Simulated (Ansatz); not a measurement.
Consider the following.

Starting cell, Ti (hcp, Mg type):

```
Ti
1.0
    2.93914     0.00000     0.00000
   -1.46957     2.54537     0.00000
    0.00000     0.00000     4.65010
Ti
2
Direct
  0.33333   0.66667   0.75000
  0.66667   0.33333   0.25000
```

In this cell atom 1 (Ti, nearest neighbour Ti at 2.878 Å; its periodic images, 2.9 Å or more away, move with it) is moved by s along Cartesian [111], unit vector (0.577, 0.577, 0.577); all other atoms and the cell stay fixed.

Method: PBE (plane waves to 420 eV, PAW, scalar-relativistic; Ansatz, an electronic-structure program). k mesh 15×15×8 (Γ-centred), Fermi-Dirac smearing 0.05 eV. E stands for the smeared free energy. Left out: 1 of 11 points, with atoms too close for the PAW data. With partly filled bands, energies and forces of such displacements shift with the k mesh and the smearing. Ti is run without spin polarisation. Ti was relaxed with its symmetry unable to fall. ΔE is measured from the undisplaced structure.

The scan covers s from -0.464 to 0.580 Å in 10 points.

### Question
Is this a single well or a double well?

### Answer
A single well with its minimum at or next to zero displacement.

### Question
Is the energy the same for displacements of ±0.464 Å, and if not, which side lies higher?

### Answer
Not even: the negative side lies higher at ±0.464 Å. With its periodic images moving along, the atom's site symmetry in this cell is -6m2.

### Question
What force acts on the atom along the line at s = -0.464 Å?

### Answer
1.14 eV/Å.

### Question
What is the force constant k = d²E/ds² of this move at s = 0?

### Answer
2.07 eV/Å².

(For displaced atoms, the force is minus the slope of the energy, and its curvature is a force constant, which sets phonon frequencies.)
